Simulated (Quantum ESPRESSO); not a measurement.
Ga3GeO5N, input and log of a self-consistent run

Simulated, not a measurement. The program is pw.x of Quantum ESPRESSO 7.5 (plane-wave density functional theory). The cell is made up: 10 atoms on a corundum lattice, with randomly drawn elements, strain and displacements, not relaxed. PseudoDojo standard norm-conserving files (v0.5 for PBE, v0.4.1 for LDA and PBEsol) set the functional; there is no spin polarisation, spin-orbit coupling or dispersion term, and the masses in the input are unused placeholders.

Input:

```
&control calculation='scf', pseudo_dir='./dojo.nc.sr.pbe.v0_5.standard.upf', outdir='./o', disk_io='low', tprnfor=.true., tstress=.true. /
&system ibrav=0, nat=10, ntyp=4, nbnd=50, ecutwfc=84.00895049, nosym=.true., tot_charge=0,
 occupations='smearing', smearing='fd', degauss=0.0018374661
/
&electrons conv_thr=7.350e-09, electron_maxstep=60, /
ATOMIC_SPECIES
Ga 1.0 Ga.upf
Ge 1.0 Ge.upf
N 1.0 N.upf
O 1.0 O.upf
CELL_PARAMETERS angstrom
2.5803 1.4897 4.6337
-2.5803 1.4897 4.6337
0.0 -2.9795 4.6337
ATOMIC_POSITIONS angstrom
Ga 0.0561 -0.0521 4.8967
Ga -0.04 -0.0052 2.0582
Ge -0.0048 0.0121 9.1265
Ga 0.0124 0.0115 11.8459
O -1.0049 1.5291 8.0345
O -0.8233 -1.4299 8.2027
N 1.7774 0.2519 8.1102
O 1.0375 -1.5186 5.851
O 0.6708 1.5959 5.8603
O -1.7477 -0.1219 5.7338
K_POINTS automatic
5 5 5 1 1 1
```

The log is shortened where brackets say so; the opening notice, blank lines, dates and the lines on written files are dropped, and the path of the files is cut. It prints rydbergs, bohrs and kilobars, and counts compression as positive stress. With no partly filled state, the Fermi energy that it prints is only some level between the filled and the empty states on the mesh, and need not lie in the true gap.

```
     Program PWSCF v.7.5
     Parallel version (MPI & OpenMP), running on       4 processor cores
     Number of MPI processes:                 4
     Threads/MPI process:                     1
     [start-up lines left out]
     bravais-lattice index     =            0
     lattice parameter (alat)  =      10.4104  a.u.
     unit-cell volume          =     721.1980 (a.u.)^3
     number of atoms/cell      =           10
     number of atomic types    =            4
     number of electrons       =        88.00
     number of Kohn-Sham states=           50
     kinetic-energy cutoff     =      84.0090  Ry
     charge density cutoff     =     336.0358  Ry
     scf convergence threshold =      7.3E-09
     mixing beta               =       0.7000
     number of iterations used =            8  plain     mixing
     Exchange-correlation= PBE
                           (   1   4   3   4   0   0   0)
     [axes and pseudopotential details left out]
   Cartesian axes
     site n.     atom                  positions (alat units)
         1        Ga     tau(   1) = (   0.0101835  -0.0094574   0.8888656  )
         2        Ga     tau(   2) = (  -0.0072609  -0.0009439   0.3736114  )
         3        Ge     tau(   3) = (  -0.0008713   0.0021964   1.6566733  )
         4        Ga     tau(   4) = (   0.0022509   0.0020875   2.1503080  )
         5        O      tau(   5) = (  -0.1824129   0.2775674   1.4584497  )
         6        O      tau(   6) = (  -0.1494482  -0.2595603   1.4889819  )
         7        N      tau(   7) = (   0.3226397   0.0457257   1.4721910  )
         8        O      tau(   8) = (   0.1883305  -0.2756614   1.0620934  )
         9        O      tau(   9) = (   0.1217659   0.2896932   1.0637815  )
        10        O      tau(  10) = (  -0.3172484  -0.0221277   1.0408188  )
     number of k points=    63  Fermi-Dirac smearing, width (Ry)=  0.0018
                       cart. coord. in units 2pi/alat
        k(    1) = (   0.0000000   0.0000000   0.1188884), wk =   0.0320000
        k(    2) = (   0.0000000  -0.2465288   0.1981456), wk =   0.0320000
     [further k points left out]
     Dense  grid:    75093 G-vectors     FFT dimensions: (  64,  64,  64)
     Estimated max dynamical RAM per process >     233.55 MB
     Estimated total dynamical RAM >     879.22 MB
     Initial potential from superposition of free atoms
     starting charge      87.9911, renormalised to      88.0000
     Starting wfcs are   60 randomized atomic wfcs
     total cpu time spent up to now is        8.9 secs
     per-process dynamical memory:   186.4 Mb
     Self-consistent Calculation
     iteration #  1     ecut=    84.01 Ry     beta= 0.70
     Davidson diagonalization with overlap
     ethr =  1.00E-02,  avg # of iterations =  2.2
     total cpu time spent up to now is       27.9 secs
     total energy              =    -822.65952037 Ry
     estimated scf accuracy    <       2.28530792 Ry
     iteration #  2     ecut=    84.01 Ry     beta= 0.70
     Davidson diagonalization with overlap
     ethr =  2.60E-03,  avg # of iterations =  2.9
     total cpu time spent up to now is       48.5 secs
     total energy              =    -823.27833985 Ry
     estimated scf accuracy    <       2.56046105 Ry
     iteration #  3     ecut=    84.01 Ry     beta= 0.70
     Davidson diagonalization with overlap
     ethr =  2.60E-03,  avg # of iterations =  2.0
     total cpu time spent up to now is       66.5 secs
     total energy              =    -823.72161006 Ry
     estimated scf accuracy    <       0.08002449 Ry
     iteration #  4     ecut=    84.01 Ry     beta= 0.70
     Davidson diagonalization with overlap
     ethr =  9.09E-05,  avg # of iterations =  4.2
     total cpu time spent up to now is       86.5 secs
     total energy              =    -823.74591166 Ry
     estimated scf accuracy    <       0.00722793 Ry
     iteration #  5     ecut=    84.01 Ry     beta= 0.70
     Davidson diagonalization with overlap
     ethr =  8.21E-06,  avg # of iterations =  5.8
     total cpu time spent up to now is      107.9 secs
     total energy              =    -823.74686721 Ry
     estimated scf accuracy    <       0.00312613 Ry
     [iterations 6 to 8 left out]
     iteration #  9     ecut=    84.01 Ry     beta= 0.70
     Davidson diagonalization with overlap
     ethr =  6.17E-09,  avg # of iterations =  4.9
     total cpu time spent up to now is      185.0 secs
     total energy              =    -823.74709570 Ry
     estimated scf accuracy    <       0.00000507 Ry
     iteration # 10     ecut=    84.01 Ry     beta= 0.70
     Davidson diagonalization with overlap
     ethr =  5.76E-09,  avg # of iterations =  2.0
     total cpu time spent up to now is      201.4 secs
     total energy              =    -823.74709563 Ry
     estimated scf accuracy    <       0.00000132 Ry
     iteration # 11     ecut=    84.01 Ry     beta= 0.70
     Davidson diagonalization with overlap
     ethr =  1.49E-09,  avg # of iterations =  2.0
     total cpu time spent up to now is      220.6 secs
     total energy              =    -823.74709591 Ry
     estimated scf accuracy    <          9.5E-09 Ry
     iteration # 12     ecut=    84.01 Ry     beta= 0.70
     Davidson diagonalization with overlap
     ethr =  1.08E-11,  avg # of iterations =  5.0
     total cpu time spent up to now is      253.7 secs
     total energy              =    -823.74709591 Ry
     estimated scf accuracy    <       0.00000002 Ry
     iteration # 13     ecut=    84.01 Ry     beta= 0.70
     Davidson diagonalization with overlap
     ethr =  1.08E-11,  avg # of iterations =  2.2
     total cpu time spent up to now is      280.0 secs
     End of self-consistent calculation
          k = 0.0000 0.0000 0.1189 (  9376 PWs)   bands (ev):
   -14.7660 -14.7116 -14.6941 -14.6557 -14.6311  -9.6838  -8.1731  -8.0241
    -7.7580  -7.3815  -4.4487  -3.9973  -3.9849  -3.9727  -3.9272  -3.8462
    -3.8188  -3.8030  -3.7796  -3.7128  -3.7016  -3.6871  -3.6617  -3.4892
    -3.2013  -1.8092   1.1484   2.2894   3.7591   4.0036   4.4196   5.2583
     5.4884   5.6740   6.1852   7.1492   7.7775   7.8174   8.0102   8.2906
     8.4349   9.1429   9.6447   9.7889  10.8669  14.1544  14.7105  16.2756
    16.8774  17.4702
     [levels at the other k points left out]
     the Fermi energy is    10.3728 ev
!    total energy              =    -823.74709591 Ry
     estimated scf accuracy    <          2.8E-09 Ry
     smearing contrib. (-TS)   =      -0.00000000 Ry
     internal energy E=F+TS    =    -823.74709591 Ry
     The total energy is F=E-TS. E is the sum of the following terms:
     one-electron contribution =    -259.99648341 Ry
     hartree contribution      =     207.57140473 Ry
     xc contribution           =    -217.54766732 Ry
     ewald contribution        =    -553.77434991 Ry
     convergence has been achieved in  13 iterations
     Forces acting on atoms (cartesian axes, Ry/au):
     atom    1 type  1   force =    -0.03323949   -0.00566349   -0.02446619
     atom    2 type  1   force =    -0.00012869   -0.02770694    0.01531813
     atom    3 type  2   force =     0.05076920    0.00853661   -0.10814607
     atom    4 type  1   force =    -0.01734073    0.04863521    0.09281299
     atom    5 type  4   force =     0.00324037   -0.02158875    0.05643529
     atom    6 type  4   force =     0.01588202   -0.01078002   -0.00967033
     atom    7 type  3   force =    -0.00941369   -0.03155492    0.02296545
     atom    8 type  4   force =     0.00535604    0.02602813   -0.02556690
     atom    9 type  4   force =     0.03142614    0.02836285   -0.03738148
     atom   10 type  4   force =    -0.04655118   -0.01426867    0.01769912
     Total force =     0.203304     Total SCF correction =     0.000088
     Computing stress (Cartesian axis) and pressure
          total   stress  (Ry/bohr**3)                   (kbar)     P=      -84.74
  -0.00061153  -0.00029594   0.00011013          -89.96      -43.53       16.20
  -0.00029594  -0.00076678  -0.00000561          -43.53     -112.80       -0.82
   0.00011013  -0.00000561  -0.00034974           16.20       -0.82      -51.45
     init_run     :      8.13s CPU      8.42s WALL (       1 calls)
     electrons    :    270.20s CPU    271.12s WALL (       1 calls)
     forces       :      2.02s CPU      2.03s WALL (       1 calls)
     stress       :      8.06s CPU      8.06s WALL (       1 calls)
     [timing details left out]
     PWSCF        :   4m48.99s CPU   4m50.27s WALL
     JOB DONE.
```

In other units: free energy -11207.650 eV for the cell, pressure -8.47 GPa, largest force component 2.781 eV/Å. A rerun of this cell at a cutoff of 1437 eV and k mesh 7 x 7 x 7 moved values by no more than 0.004 eV in energy, 0.04 GPa in stress and 0.002 eV/Å in force.